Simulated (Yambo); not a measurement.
Yambo input for LaOF (space group P4/nmm, No. 129) (a = 4.0692 Å, b = 4.0692 Å, c = 5.8139 Å, α = 90.00°, β = 90.00°, γ = 90.00°), on PBEsol (pw.x of Quantum ESPRESSO, ONCV potentials, no spin-orbit coupling) wavefunctions on a 6×6×4 mesh:

```
optics
chi
dipoles
kernel
FFTGvecs= 40 Ry
Chimod= "HARTREE"
NGsBlkXd= 3 Ry
% QpntsRXd
 1 | 1 |
%
% BndsRnXd
 1 | 80 |
%
GrFnTpXd= "R"
% EnRngeXd
 0.0 | 20.0 | eV
%
% DmRngeXd
 0.2 | 0.2 | eV
%
CGrdSpXd= 50
ETStpsXd= 161
% LongDrXd
 1.0 | 0.0 | 0.0 |
%
% XfnQP_E
 2.963 | 1.0 | 1.0 |
%
```

First lines of the file o-*.eps_q1_inv_rpa_dyson:

```
Absorption @ Q(1):   1.00000000     0.00000000     0.00000000    [q->0 direction]
#
# [ X ] Hartree size     :   67
# [GEN] GF Energies     : Perdew, Burke & Ernzerhof SOL(X)+Perdew, Burke & Ernzerhof SOL(C)+ user defined corrections @E
# [GEN] Green`s Function     : Retarded
#
# [GEN] Gauge     : Length
# [GEN] [r,Vnl] included     : yes
#
#    E[1] [eV]     Im(eps)     Re(eps)     Im(eps_o)     Re(eps_o)
#
     0.000000     0.20667E-16     3.039071     0.48169E-18     3.194314
     0.125000     0.680428E-3     3.039283     0.724726E-3     3.194540
     0.250000     0.001362     3.039920     0.001451     3.195218
     0.375000     0.002046     3.040984     0.002179     3.196351
     0.500000     0.002733     3.042475     0.002911     3.197939
     0.625000     0.003425     3.044396     0.003648     3.199986
     0.750000     0.004123     3.046751     0.004391     3.202494
     0.875000     0.004827     3.049543     0.005142     3.205468
     1.000000     0.005540     3.052778     0.005901     3.208913
     1.125000     0.006263     3.056460     0.006671     3.212836
     1.250000     0.006996     3.060597     0.007452     3.217242
     1.375000     0.007742     3.065195     0.008247     3.222140
     1.500000     0.008501     3.070262     0.009056     3.227538
     1.625000     0.009276     3.075808     0.009882     3.233446
     1.750000     0.010067     3.081842     0.010726     3.239875
     1.875000     0.010878     3.088376     0.011590     3.246836
     2.000000     0.011708     3.095421     0.012475     3.254343
     2.125000     0.012561     3.102992     0.013385     3.262410
     2.250000     0.013439     3.111102     0.014321     3.271052
     2.375000     0.014343     3.119767     0.015286     3.280287
     2.500000     0.015277     3.129006     0.016282     3.290133
     2.625000     0.016242     3.138836     0.017313     3.300611
     2.750000     0.017241     3.149278     0.018380     3.311742
     2.875000     0.018278     3.160355     0.019488     3.323551
     3.000000     0.019356     3.172090     0.020640     3.336064
     3.125000     0.020478     3.184511     0.021839     3.349309
     3.250000     0.021649     3.197647     0.023092     3.363318
     3.375000     0.022872     3.211527     0.024401     3.378124
     3.500000     0.024154     3.226188     0.025772     3.393765
     3.625000     0.025498     3.241665     0.027212     3.410281
     3.750000     0.026910     3.258000     0.028727     3.427716
     3.875000     0.028399     3.275238     0.030323     3.446119
     4.000000     0.029970     3.293427     0.032010     3.465542
```
(The file goes on to the top of the energy range.) Convergence of the RPA response with its 6×6×4 mesh was not tested. The scissor comes from a G0W0 run whose convergence isn't established.

Geometry of the Materials Project entry, not relaxed at this level.

The structure is a Materials Project entry; no match was found in the copy of COD used, and its stability was not checked.
